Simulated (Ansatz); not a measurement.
# ZnTe$_{2}$O$_{3}$: computed properties

Theory: DFT PBE, scalar-relativistic, plane waves, PAW in Ansatz 0.2.0.

Plane waves to 420 eV, a k mesh through Γ of 12×12×12 on the computed 6-atom cell and Gaussian smearing (0.10 eV); no spin polarisation.

The structure is relaxed at this level of theory with its symmetry kept, and needn't be the ground state of this composition.

```cif
data_structure
_symmetry_space_group_name_H-M 'P 1'
_symmetry_Int_Tables_number 1
_cell_length_a 5.7090
_cell_length_b 5.7090
_cell_length_c 3.3862
_cell_angle_alpha 90.000
_cell_angle_beta 90.000
_cell_angle_gamma 120.000
_cell_volume 95.58
loop_
_atom_site_label
_atom_site_type_symbol
_atom_site_fract_x
_atom_site_fract_y
_atom_site_fract_z
_atom_site_occupancy
Zn1 Zn 0.00000 0.00000 0.00000 1
Te1 Te 0.33333 0.66667 0.00000 1
Te2 Te 0.66667 0.33333 0.00000 1
O1 O 0.50000 0.00000 0.50000 1
O2 O 0.50000 0.50000 0.50000 1
O3 O 0.00000 0.50000 0.50000 1
```

- Space group: P6/mmm (No. 191)
- Volume per atom: 15.93 Å³
- Formation energy from the elements' standard states (uncorrected): -0.031 eV/atom
- Kohn–Sham band gap: none (metal)
- Density of states at the Fermi level: 2.9 states/eV per cell
- Orbital (Löwdin) character within 0.5 eV of the Fermi level: Te 5p 58 %, O 2p 26 %, unprojected 5 %
- Bader charge by site (e): Zn (1 in the cell) 0.26, Te (2 in the cell) 1.47, O (3 in the cell) -1.06

Spin-orbit coupling is left out, which matters for the bands of heavy elements.

Another cell of ZnTe2O3 relaxed alike, in R-3m, lies 245 meV/atom lower, so this cell isn't the stable form at this level.

The cell was found from a structure generator's guess, not taken from experiment. Löwdin shares on free-atom orbitals overweight diffuse shells.
